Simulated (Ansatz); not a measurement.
Zr (hcp, Mg type)

```yaml
crystal:
  lattice:
    - [3.23160, 0.00000, 0.00000]
    - [-1.61580, 2.79864, 0.00000]
    - [0.00000, 0.00000, 5.17363]
  atoms:
    - { symbol: Zr, position: [0.33333, 0.66667, 0.75000] }
    - { symbol: Zr, position: [0.66667, 0.33333, 0.25000] }
```

Equation-of-state scan: isotropic scaling of the cell above, V₀ being its volume. Symmetry pins the atoms to their sites.

Method: PBE (plane waves to 420 eV, PAW, scalar-relativistic; Ansatz, an electronic-structure program). k mesh 17×17×9 (Γ-centred), Fermi-Dirac smearing 0.05 eV. Compression counts positive. The PAW data are Ansatz's earlier set. Zr is run without spin polarisation. Zr was relaxed with its symmetry unable to fall.

At one point of the scan the stress tensor (GPa) is:

```
   11.3      0.0      0.0
    0.0     11.3      0.0
    0.0      0.0     12.5
```

**Question.** Which point is it?
A. V/V₀ = 0.900
B. V/V₀ = 0.950
C. V/V₀ = 0.925
D. V/V₀ = 0.975

**Answer.** A, V/V₀ = 0.900

(A scan under strain: stresses follow from slopes of the energy per volume, elastic moduli from its curvatures.)
